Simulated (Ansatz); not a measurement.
The elements of this relaxed trial crystal are hidden behind letters.

```
lattice vectors (Å)
   2.7734    0.0000    0.0000
  -1.3867    2.4019    0.0000
   0.0000    0.0000    8.3689
fractional positions
X 0.0000 0.0000 0.0000
X 0.6667 0.3333 0.7144
X 0.6667 0.3333 0.2856
Z 0.0000 0.0000 0.5000
```

All numbers below come from Ansatz, DFT PBE, scalar-relativistic, plane waves, PAW. Plane waves to 420 eV, an 18×18×6 mesh through Γ for the 4-atom cell and 0.10 eV Gaussian smearing; no spin polarisation.

- Space group: P-6m2 (No. 187)
- Conventional cell: a = 2.773 Å, c = 8.369 Å
- Volume per atom: 13.94 Å³
- Density: 6.41 g/cm³
- Formation energy: −0.58 eV/atom
- Gap on the 18×18×6 mesh of the 4-atom cell: 0 eV (a metal)

Energies are uncorrected and count from the elements' standard states at the same level.

Task: X is a d-block element of period 4 and Z is a p-block element of period 2. Which elements are they?

Result: X = Zn, Z = F, so the formula is Zn3F. Density times volume gives a mean mass of 6.41 × 13.94/1.6605 = 53.8 u per atom, and this set has 53.8 u. Among the elements that the hints allow, noble gases aside, only these give it. Zn on a site of symmetry -6m2 has 12 Zn at 2.77–2.88 Å; Zn on a site of symmetry 3m is surrounded by 3 F at 2.41 Å and 9 Zn at 2.77–2.88 Å; F has 6 Zn at 2.41 Å and 6 F at 2.77 Å.

An odd number of electrons in the primitive cell allows no gap without spin; a larger cell or a magnetic state could open one. Symmetry constrained the relaxation, so the result can be a saddle point.
